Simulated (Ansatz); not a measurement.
Relaxed-ion elastic tensor of Ti3AlC2 in space group P6_3/mmc (No. 194; Ti on 4f, Ti on 2a, Al on 2b, C on 4f) in GPa (Voigt order), DFT-PBEsol in the program Ansatz with PAW potentials; density 4.33 g/cm³, 12.43 Å³ per atom.

```tsv
	1	2	3	4	5	6
1	372	81.3	74.8	0.0	0.0	0.0
2	81.3	372	74.8	0.0	0.0	0.0
3	74.8	74.8	310	0.0	0.0	0.0
4	0.0	0.0	0.0	129	0.0	0.0
5	0.0	0.0	0.0	0.0	129	0.0
6	0.0	0.0	0.0	0.0	0.0	145
```

### Question
Is the crystal mechanically stable?

### Answer
Yes: the smallest eigenvalue of C is 129 GPa.

### Question
Work out the Voigt, Reuss and Hill averages.

### Answer
K_V = 168, K_R = 167, K_H = 168; G_V = 135, G_R = 135, G_H = 135 GPa.

### Question
Give Young's modulus, Poisson's ratio, Pugh's ratio and the universal anisotropy index.

### Answer
E = 9KG/(3K + G) = 319 GPa; ν = 0.18; K/G = 1.24 (brittle by the Pugh limit of 1.75); A_U = 5G_V/G_R + K_V/K_R − 6 = 0.03.

### Question
Estimate the sound speeds and the Debye temperature.

### Answer
v_l = √((K + 4G/3)/ρ) = 8960 m/s, v_t = √(G/ρ) = 5580 m/s, mean 6150 m/s; Θ = (h/k)(3n/4πV)^(1/3) v_m = 791 K.

### Question
Solve the Christoffel equation for the three sound speeds along x, y, z.

### Answer
Eigenvalues of C_ijkl n_j n_l equal ρv². In km/s, slowest first: x 5.45, 5.79, 9.26; y 5.45, 5.79, 9.26; z 5.45, 5.45, 8.45.

### Question
How much does each axis shrink under pressure?

### Answer
Linear compressibilities β_i = Σ_j S_ij (j = 1 to 3): x 1.8, y 1.8, z 2.4 per TPa.

The first step of the workflow began from a Materials Project structure, measured or hypothetical; the Crystallography Open Database files this formula in space group No. 194, but the cells were not matched. Its standing as an ambient phase is unchecked. Symmetry was held in the PBEsol relaxation; its stability against distortions is not shown here. The run is not spin-polarised. As this level gives no gap, shear constants depend on the k-mesh and smearing (Fermi–Dirac, 0.1 eV here).

Potentials: the later of the program's two PAW sets.
